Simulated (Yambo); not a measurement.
NaCl (rock salt, space group Fm-3m, No. 225): one transition space (10×10×10 mesh, 3 valence and 4 conduction bands, Tamm-Dancoff) with different kernels in Yambo, on PBEsol orbitals; field along x. BSE alone uses the static screening with 22 bands and a 4 Ry block; its scissor and those of RPA and TDDFT come from G0W0, that of the TDHF-type run from bare exchange.

| kernel | scissor (eV) | direct gap with it (eV) | lowest state (eV) | rough cost |
|---|---|---|---|---|
| BSE (screened electron-hole attraction) | 3.10 | 8.11 | 7.27 (strong) | 1 (with the screening) |
| RPA (no attraction) | 3.10 | 8.11 | 8.11 (weak) | about 1/3 |
| TDHF-type (unscreened attraction, exchange-only scissor) | 8.64 | 13.65 | 9.93 (strong) | within a factor of two |

Costs are rough.

RPA leaves the lowest state at the direct gap: no bound exciton. These are vertical excitations (zero momentum). Spin singlets only. Strong means a line over 3 % of the spectrum's maximum, dark under 0.03 %. Absolute energies carry the error of the G0W0 scissor, whose convergence isn't established. Convergence of the binding with the mesh was not shown.

Geometry relaxed with PBEsol; primitive cell a = 3.9623 Å, b = 3.9623 Å, c = 3.9623 Å, α = 60.00°, β = 60.00°, γ = 60.00°.
